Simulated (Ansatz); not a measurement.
Task: Each is relaxed and computed with plane-wave PAW PBE (Ansatz code). Which is the only metal?
(A) SiGeC2, P-4m2 (Si on 1a, C on 2g, Ge on 1c)
(B) SiC, wurtzite
(C) SiCO4, I-4 (Si on 2a, C on 2c, O on 8g)
(D) IrC, rock salt

Result: D, IrC, rock salt. IrC: metal; SiGeC2: gap 1.50 eV (indirect); SiC: gap 2.31 eV (indirect); SiCO4: gap 6.89 eV (indirect). Typed or built starts, not in the databases checked: IrC, rock salt; SiGeC2, P-4m2 (Si on 1a, C on 2g, Ge on 1c); SiCO4, I-4 (Si on 2a, C on 2c, O on 8g). All cells were relaxed under the symmetry of their starts (and spin orders); stability against distortions was not tested throughout. Named crystals with no word on spin ran without spin polarisation. Spin–orbit coupling is left out wherever it is not named.

Potentials: the earlier of the program's two PAW sets.
